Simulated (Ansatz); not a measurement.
# Relaxation path: Ta (bcc type)

DFT, PBEsol, PAW with Ansatz's default frozen-core files, scalar-relativistic (Ansatz 0.2.0); a Γ-centred 18×18×18 k mesh, Fermi–Dirac smearing of 0.05 eV, no spin polarisation. The run relaxes cell and atoms at a target pressure of 0 GPa.

Command: `ansatz run input.yaml --threads 1 --pin off --max-ram 2048MiB --backend cpu --events-out ev --progress --plain --runs-dir out` It took 4.7 s on 1 thread of Intel(R) Xeon(R) 6975P-C (Granite Rapids) (shared host), peak memory 0.38 GiB.

```yaml
crystal:
  lattice:
    - [-1.6515748661, 1.6515748661, 1.6515748661]
    - [1.6515748661, -1.6515748661, 1.6515748661]
    - [1.6515748661, 1.6515748661, -1.6515748661]
  atoms:
    - { symbol: Ta, position: [0.0, 0.0, 0.0] }
kpoints:
  mp_grid: { grid: [18, 18, 18] }
scf:
  occupations: { method: fermi_dirac, width: 0.05 }
hamiltonian:
  xc: pbesol
  pseudopotentials: { kind: paw }
output:
  forces: true
  stress: true
  write_density: true
  write_potential: true
  elf: true
  volumetric_format: npy
relax:
  f_tol: 0.005
  max_steps: 40
  cell: {}
```

Each step lists its free energy a cell above the last geometry, the pressure, the cell vectors (Å), and Cartesian positions (Å) with forces (eV/Å).

The first step:

```
step 1  dF = 4.85 meV  P = -4.08 GPa
  cell -1.6516 1.6516 1.6516  1.6516 -1.6516 1.6516  1.6516 1.6516 -1.6516
  Ta 0.0000 0.0000 0.0000   0.0000 0.0000 0.0000
```

Spin–orbit coupling is left out, which matters for the heavy atoms. The PAW files were made under PBE.

Q: Where does the relaxation end, and by which steps?

A: After 4 geometries, with conventional a, b, c = 3.281, 3.281, 3.281 Å, at 17.655 Å³/atom (-2.03 % against the start) in space group Im-3m, with a shortest distance of 2.841 Å. The further steps:
```
step 2  dF = 44.17 meV  P = 14.38 GPa  (not accepted)
  cell -1.6072 1.6072 1.6072  1.6072 -1.6072 1.6072  1.6072 1.6072 -1.6072
  Ta 0.0000 0.0000 0.0000   0.0000 0.0000 0.0000
step 3  dF = 0.05 meV  P = -0.39 GPa
  cell -1.6414 1.6414 1.6414  1.6414 -1.6414 1.6414  1.6414 1.6414 -1.6414
  Ta 0.0000 0.0000 0.0000   0.0000 0.0000 0.0000
step 4  dF = 0.00 meV  P = -0.01 GPa
  cell -1.6403 1.6403 1.6403  1.6403 -1.6403 1.6403  1.6403 1.6403 -1.6403
  Ta 0.0000 0.0000 0.0000   0.0000 0.0000 0.0000
step 5  dF = 0.11 meV  P = -0.01 GPa  (same geometry on a basis chosen anew; earlier energies don't compare to the last digit)
  cell -1.6403 1.6403 1.6403  1.6403 -1.6403 1.6403  1.6403 1.6403 -1.6403
  Ta 0.0000 0.0000 0.0000   0.0000 0.0000 0.0000
```
